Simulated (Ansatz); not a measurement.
A plane-wave DFT run in Ansatz 0.2.0 (scalar-relativistic PAW potentials unless the input names others): input and command.

```yaml
crystal:
  lattice:
    - [2.2756102252, 1.3138241761, 1.8016972619]
    - [-2.2756102252, 1.3138241761, 1.8016972619]
    - [0.0, -2.6276483522, 1.8016972619]
  atoms:
    - { symbol: Te, position: [0.5, 0.5, 0.5] }
  symmetry: { detect: false }
basis:
  ecutwfc: "400 eV"
kpoints:
  mp_grid: { grid: [15, 15, 15] }
hamiltonian:
  xc: r2scan
scf:
  occupations: { method: gaussian, width: 0.1 }
output:
  forces: true
  eigenvalues: true
  stress: true
```

```bash
ansatz run input.yaml --threads 1 --pin off --max-ram 2560MiB --backend cpu --events-out ev --progress --plain --runs-dir out
```

Abridged log:
```
Warning: basis.ecutwfc = 400 eV is below the records' recommended 500 eV, and the density's cutoff is lower with it unless basis.ecutrho_ratio is high enough to keep the records' density cutoff: compare with a run at a higher cutoff
Basis set: ecut = 400 eV, 611 PW (Γ), exchange–correlation on 96×96×96 points (64 copies of the dense FFT grid, shifted against one another)
Bands: 12, of which v1, the nominal top of the filled ones, is band 8 counted from 1 (7 counted from 0)
Symmetry: 1 space group operations
k-points: 1688 of 3375 (time reversal used)
SCF iter   1: F=—  HF=-6994.736694 eV  |F-HF|=—  |Δ(HF+E_count)|=         —  Δρ=2.44e-3  dr2=1.10e-3  dr2_τ=2.04e-4  ethr=1.77e-3  ⟨swp⟩=5.2  Hψ=122944  notcnv=0
SCF iter   2: F=—  HF=-6994.740332 eV  |F-HF|=—  |Δ(HF+E_count)|=   3.64e-3  Δρ=1.64e-3  dr2=5.78e-4  dr2_τ=1.36e-5  ethr=6.86e-6  ⟨swp⟩=2.0  Hψ=40762  notcnv=0  defer=88
SCF iter   3: F=—  HF=-6994.740803 eV  |F-HF|=—  |Δ(HF+E_count)|=   4.71e-4  Δρ=1.78e-4  dr2=5.49e-6  dr2_τ=1.10e-6  ethr=3.61e-6  ⟨swp⟩=2.0  Hψ=33016  notcnv=0  defer=88
SCF iter   4: F=—  HF=-6994.740797 eV  |F-HF|=—  |Δ(HF+E_count)|=   6.22e-6  Δρ=5.17e-5  dr2=1.13e-6  dr2_τ=1.29e-8  ethr=3.43e-8  ⟨swp⟩=2.0  Hψ=33592  notcnv=0  defer=88
SCF iter   5: F=-6994.740797 eV  HF=-6994.740797 eV  |F-HF|=5.51e-9  |Δ(HF+E_count)|=   9.18e-8  Δρ=1.38e-5  dr2=3.28e-8  dr2_τ=1.19e-9  ethr=7.07e-9  ⟨swp⟩=3.0  Hψ=33554  notcnv=0  defer=88
SCF iter   6: F=-6994.740797 eV  HF=-6994.740797 eV  |F-HF|=7.95e-10  |Δ(HF+E_count)|=   2.77e-8  Δρ=1.65e-6  dr2=6.87e-10  dr2_τ=5.34e-11  ethr=2.05e-10  ⟨swp⟩=4.3  Hψ=95658  notcnv=0
SCF 1 converged in 6 iterations: F = -6994.740797 eV  dr2 = 6.87e-10
SCF converged after 6 iterations
Free energy (F): -6994.740797 eV
Harris-Foulkes:  -6994.740797 eV  (|F-HF|=7.95e-10)
Internal energy: -6994.738327 eV  (E = F + TS)
E sigma→0 (E₀):  -6994.739562 eV
Entropy (-TS):   -0.002470 eV (-2.470 meV/atom)
Fermi energy:    9.461833 eV
--- Forces (eV/Å), atoms counted from 1 ---
  atom   1  Te     0.00000000     0.00000000     0.00000001
--- Stress (GPa, compression-positive) ---
        0.002515       0.000000       0.000000
        0.000000       0.002515       0.000000
        0.000000       0.000000       0.013147
  P = ⅓ Tr σ = 0.0061 GPa (0.061 kbar)
```

Apart from outputs and empty bands, the input differs from a reference run on usual settings in basis.ecutwfc: 500 → "400 eV"; crystal.symmetry: not typed → {"detect": false}. The reference, at the same geometry, gave pressure 0.01 GPa, largest force 0.000 eV/Å, no gap on the mesh. This run converged in 6 SCF iterations with an energy at zero smearing 2.27 meV/atom above the reference's, pressure 0.01 GPa, largest force 0.000 eV/Å, no gap on the mesh. Its cutoff is looser than usual, and the result moved.

Time: 100 s on 1 thread of Arm Neoverse V1 (shared host), peak memory 1 GiB.